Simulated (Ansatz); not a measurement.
A trial structure of CuRe was built thus: ordered superstructure of hcp (Pmma, No. 51) (sublattice all; occupants of the shared sites, in ratio, Cu: 2, Re: 2). Its size is a rough estimate.

```
CELL_PARAMETERS angstrom
4.29490 0.00000 0.00000
0.00000 2.63007 0.00000
0.00000 0.00000 4.55541
ATOMIC_POSITIONS crystal
Cu 0.75000 0.00000 0.33333
Cu 0.25000 0.00000 0.66667
Re 0.75000 0.50000 0.83333
Re 0.25000 0.50000 0.16667
```

Level of theory: DFT PBE, scalar-relativistic, plane waves, PAW in Ansatz. Cutoff 420 eV, Gaussian smearing, Γ-centred meshes. Cell and atoms relax first on a coarse mesh and then on a finer one. In between, the cell is made exact in the group found at 0.06 Å. In metals the finer mesh still leaves noise of several meV/atom or more. The steps can't lower the symmetry of their start. No spin polarisation in the relaxation; trial moments died out in a coarse test.

A guess keeps its type if space group and coordination stay and the shape of the cell changes little (axis ratios within about 15 %, angles within 6°); the volume may change.

Q: Will the relaxed cell still be of the starting type?

A: It keeps its type. The symmetry stays Pmma (No. 51). The end has the AuCd (B19) type. The volume per atom grows by 5.5 %, from 12.9 to 13.6 Å³. The shortest distance goes from 2.63 Å (Cu–Re, Cu–Cu and Re–Re) to 2.57 Å (Cu–Cu). Counting neighbours within 15 % of an atom's shortest distance, the start has Cu 12, Re 12 and the end Cu 12, Re 12.

Formation energies are uncorrected and refer to the elements' standard structures at the same level.

Q: At what energy does it end?

A: +0.29 eV/atom. The separate elements lie lower, so it is unstable against them.

The last run used a 10×18×10 mesh (in the run's order of axes) for its 4-atom cell and Gaussian smearing of 0.10 eV. These runs have no spin–orbit coupling, which can matter for Re. Symmetry constrained the relaxation, so the result can be a saddle point.
